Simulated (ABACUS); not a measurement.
Consider a self-consistent single point of MgS (Fm-3m, 2 atoms in the cell; from Materials Project mp-1315, changed as shown).

```yaml
crystal:
  lattice:
    - [0.00000, 2.63867, 2.63867]
    - [2.63867, 0.00000, 2.63867]
    - [2.63867, 2.63867, 0.00000]
  atoms:
    - { symbol: Mg, position: [0.00000, 0.00000, 0.00000] }
    - { symbol: S, position: [0.50000, 0.50000, 0.50000] }
```

Computed with PBE, numerical atomic orbitals DZP (confined pseudo-atomic orbitals; energy shift 0.003 Ry), PseudoDojo 0.5 standard norm-conserving PBE (tails mended) pseudopotentials (ABACUS 3.10.1).

ABACUS settings:

```
key                                                                   value
---------------  ----------------------------------------------------------
basis                  DZP numerical atomic orbitals, energy shift 0.003 Ry
KPT                                                       Gamma 6 6 6 0 0 0
basis_type                                                             lcao
dft_functional                                                          PBE
ecutwfc                                                              100 Ry
smearing_method                                                          fd
smearing_sigma                                                0.00367493 Ry
potentials       PseudoDojo 0.5 standard norm-conserving PBE (tails mended)
symmetry                                                                  1
ks_solver                                                     scalapack_gvx
scf_nmax                                                                100
scf_thr                                                             1.0e-07
mixing_type                                                         broyden
```

Results:

```
Item                                                      Value
------------------------------------------------  -------------
Number of valence electrons                                  16
Number of bands                                              18
Number of k-points after the program's reduction             16
Size of the basis                                            27
Number of SCF iterations                                      8
Free energy E − TS                                -1917.9038 eV
Top of the valence band (on the code's own zero)        6.03 eV
Gap on the k-point mesh                                 2.61 eV
Pressure                                              -0.29 GPa
```

Stress (GPa, positive for compression):
```
-0.29   0.00   0.00
 0.00  -0.29   0.00
 0.00   0.00  -0.29
```

Gaps are taken between levels on the mesh.

For comparison: a first run was changed to give this one (volume scaled by 1.04), and from it to this one the free energy falls by 5.1 meV/atom, the pressure goes from 2.66 to -0.29 GPa and the gap on the mesh goes from 2.694 to 2.613 eV.

The atom-centred basis is finite, which shifts total energies, pressures and gaps against plane waves. The structure comes from a collection of computed structures, made at another level of theory; the collection holds predicted forms beside known ones.

The atomic orbitals were generated for these runs; they are not ABACUS's published sets and were checked against plane waves on a few crystals only.

“Tails mended”: in these copies of the files the far tail of each local potential was reset to the Coulomb form.
